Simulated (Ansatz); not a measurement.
Crystals of one structure type (zinc blende), relaxed and computed with plane-wave PAW HSE06 (Ansatz code).

| crystal | a (Å) | gap (eV) | B₀ by P(V) fit (GPa) |
|---|---|---|---|
| BN | 3.596 | 5.80 | 403 |
| BP | 4.524 | 1.95 | 174 |
| BAs | 4.771 | 1.82 | 146 |
| AlAs | 5.682 | 2.10 | 75.8 |

All cells were relaxed under the symmetry of their starts (and spin orders); stability against distortions was not tested throughout. Spin–orbit coupling is left out wherever it is not named.

Potentials: the earlier of the program's two PAW sets.
